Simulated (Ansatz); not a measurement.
An ordered 6-atom cell of Sn2C on the diamond lattice (P3m1) (no longer in that coordination), relaxed with r2SCAN. The symmetry is P3m1 (No. 156, trigonal); conventional cell a = 3.491 Å, c = 12.466 Å, 21.92 Å³ an atom. C is surrounded by 4 Sn at 2.16–2.18 Å; C is surrounded by 4 Sn at 2.17 Å; Sn is surrounded by 7 Sn at 2.93–3.49 Å; Sn is surrounded by 4 C at 2.16–2.17 Å and 9 Sn at 3.49–3.58 Å; Sn is surrounded by 3 C at 2.17 Å and 7 Sn at 2.93–3.49 Å; Sn is surrounded by 1 C at 2.18 Å and 9 Sn at 3.49–3.58 Å.

```yaml
crystal:
  lattice:
    - [3.49072, 0.00000, 0.00000]
    - [-1.74536, 3.02305, 0.00000]
    - [0.00000, 0.00000, 12.46588]
  atoms:
    - { symbol: C, position: [0.00000, 0.00000, 0.95218] }
    - { symbol: C, position: [0.66667, 0.33333, 0.71557] }
    - { symbol: Sn, position: [0.33333, 0.66667, 0.41497] }
    - { symbol: Sn, position: [0.66667, 0.33333, 0.88989] }
    - { symbol: Sn, position: [0.33333, 0.66667, 0.65022] }
    - { symbol: Sn, position: [0.00000, 0.00000, 0.12717] }
```

The questions ask for values computed with Ansatz 0.2.0 on this geometry. Values at 0 K without nuclear motion; no magnetic order is allowed, and the phase may be a hypothetical one.

Given (12×12×2 mesh): With PBE the bands overlap by 3.40 eV (counted from 1, band 32 peaks at K–Γ (0.75 of the way from K) and band 33 bottoms out at K): no gap.

Task: How does the gap change from PBE to PBE+SOC (12×12×2)?

Result: PBE+SOC gives no gap: the lowest nominally empty band dips 3.37 eV below the top of the last filled one (its bottom at K, the top at K–Γ (0.75 of the way from K)), so the cell is a metal or semimetal at this level.

Task: How does the gap change from PBE to r2SCAN (12×12×2)?

Result: With r2SCAN the bands overlap by 3.68 eV (counted from 1, band 32 peaks at K–Γ (0.75 of the way from K) and band 33 bottoms out at K): no gap.

Task: What do these levels agree on?

Result: No level opens a gap, but no hybrid is among them, and semilocal functionals can close a real gap.

Only the levels marked +SOC include spin-orbit coupling.

Where an edge lies off the special points, it is a point of the mesh or the k point where a search put PBE's edge or least direct gap, reused for the other functionals, whose own edges may lie a little apart; PBE's own value is read along its path and can be a few hundredths of an eV high.
